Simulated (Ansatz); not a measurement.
The calculation used Ansatz 0.2.0, DFT PBE, scalar-relativistic, plane waves, PAW. Settings: cutoff 420 eV, Γ-centred meshes spaced at most about 0.3 Å⁻¹, and about 0.25 Å⁻¹ or finer for metals (2π included), Gaussian smearing. Collinear spin in cells that started with moments and kept them past the coarse steps, no spin elsewhere.

Temperature and zero-point effects are left out. All come from trial cells, and lower structures may exist.

**Question.** Order these relaxed structures of TaMn2N3 by energy, lowest first, with the energy over the lowest of them.
A.

```cif
data_structure
_symmetry_space_group_name_H-M 'P6/mmm'
_symmetry_Int_Tables_number 191
_cell_length_a 4.8037
_cell_length_b 4.8037
_cell_length_c 2.7639
_cell_angle_alpha 90.000
_cell_angle_beta 90.000
_cell_angle_gamma 120.000
_cell_volume 55.23
loop_
_atom_site_label
_atom_site_type_symbol
_atom_site_symmetry_multiplicity
_atom_site_Wyckoff_symbol
_atom_site_fract_x
_atom_site_fract_y
_atom_site_fract_z
_atom_site_occupancy
Ta1 Ta 1 a 0.00000 0.00000 0.00000 1
Mn1 Mn 2 d 0.33333 0.66667 0.50000 1
N1 N 3 f 0.50000 0.00000 0.00000 1
```

B.

```cif
data_structure
_symmetry_space_group_name_H-M 'P4/mmm'
_symmetry_Int_Tables_number 123
_cell_length_a 2.9676
_cell_length_b 2.9676
_cell_length_c 7.6660
_cell_angle_alpha 90.000
_cell_angle_beta 90.000
_cell_angle_gamma 90.000
_cell_volume 67.51
loop_
_atom_site_label
_atom_site_type_symbol
_atom_site_symmetry_multiplicity
_atom_site_Wyckoff_symbol
_atom_site_fract_x
_atom_site_fract_y
_atom_site_fract_z
_atom_site_occupancy
Ta1 Ta 1 a 0.00000 0.00000 0.00000 1
Mn1 Mn 2 h 0.50000 0.50000 0.73166 1
N1 N 1 c 0.50000 0.50000 0.00000 1
N2 N 1 b 0.00000 0.00000 0.50000 1
N3 N 1 d 0.50000 0.50000 0.50000 1
```

C.

```cif
data_structure
_symmetry_space_group_name_H-M 'P6/mmm'
_symmetry_Int_Tables_number 191
_cell_length_a 5.7834
_cell_length_b 5.7834
_cell_length_c 2.6932
_cell_angle_alpha 90.000
_cell_angle_beta 90.000
_cell_angle_gamma 120.000
_cell_volume 78.01
loop_
_atom_site_label
_atom_site_type_symbol
_atom_site_symmetry_multiplicity
_atom_site_Wyckoff_symbol
_atom_site_fract_x
_atom_site_fract_y
_atom_site_fract_z
_atom_site_occupancy
Ta1 Ta 1 b 0.00000 0.00000 0.50000 1
Mn1 Mn 2 d 0.33333 0.66667 0.50000 1
N1 N 3 g 0.50000 0.00000 0.50000 1
```

**Answer.** A (0 meV/atom), C (493 meV/atom), B (514 meV/atom). Forms: A P6/mmm, no spin; C P6/mmm, no spin; B P4/mmm, moments up to 2.1 μB. Counting N atoms around Mn and Ta (those within 1.25 times the shortest such distance or 1.15 times the sum of covalent radii; a plus sign parts nearer from farther groups; the shortest distance is added where it exceeds 1.18 times the sum of covalent radii): A has Ta 6, Mn 6; C has Ta 6 from 2.9 Å, Mn 3; B has Ta 4, Mn 1+1. Even the lowest lies +0.17 eV/atom against the elements.

These runs have no spin–orbit coupling, which can matter for Ta. The magnetic state reached may not be the lowest. Trial moments died out on the coarse mesh in P6/mmm; another magnetic start might hold. Cells relaxed within their symmetry can be saddle points. Some candidate types were left out of the draw beforehand, so a known form may be missing.
